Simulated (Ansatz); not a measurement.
## 17O NMR of the central transition in AlOF

Cell: a computed structure from the Materials Project (it need not be an observed phase).

Space group Pnma (No. 62); a = 9.0698, b = 8.6398, c = 4.9245 Å.

```
site  Wyckoff  site symmetry       x       y       z
 Al1       8d              1  0.8675  0.9270  0.0609
 Al3       4c            .m.  0.4244  0.2500  0.1253
 O13       4c            .m.  0.2344  0.2500  0.0372
 O14       8d              1  0.9832  0.0866  0.1928
 F25       8d              1  0.2545  0.9442  0.1275
 F27       4c            .m.  0.4801  0.7500  0.1952
```

One atom of each set is listed.

The numbers come from a DFT calculation in Ansatz (PBE, plane waves and PAW, scalar-relativistic, 420 eV cutoff, Γ-centred 3×3×5 k-points, Fermi–Dirac smearing 0.02 eV).

17O has I = 5/2 and Q = -25.58 mb (Pyykkö 2018); at 21.1 T its Larmor frequency is ν₀ = 121.8 MHz. Only the quadrupole interaction is simulated: positions count from each site's isotropic chemical shift, and J coupling is left out, as are shift anisotropy and dipolar coupling, which fast spinning averages.

(1) What does the 17O spectrum (fast magic-angle spinning) show for each site?

Answers

(1) 

| site | first shell | C_Q (MHz) | η | P_Q (MHz) | δ_QIS (ppm) | breadth (kHz) |
| --- | --- | --- | --- | --- | --- | --- |
| O13 | 3 Al at 1.78–1.85 Å | 4.07 | 0.31 | 4.13 | -6.91 | 1.93 |
| O14 | 3 Al at 1.75–1.85 Å | 2.96 | 0.44 | 3.05 | -3.76 | 1.06 |

δ_QIS = −(ν_Q²/30ν₀²)[I(I+1) − 3/4](1 + η²/3) × 10⁶ ppm with ν_Q = 3|C_Q|/[2I(2I−1)]; it falls as 1/B₀² in ppm, and the breadth as 1/B₀ in kHz.

At O13 and O14 V_zz stands upright on the plane through its three neighbours (within 4°) in each case.
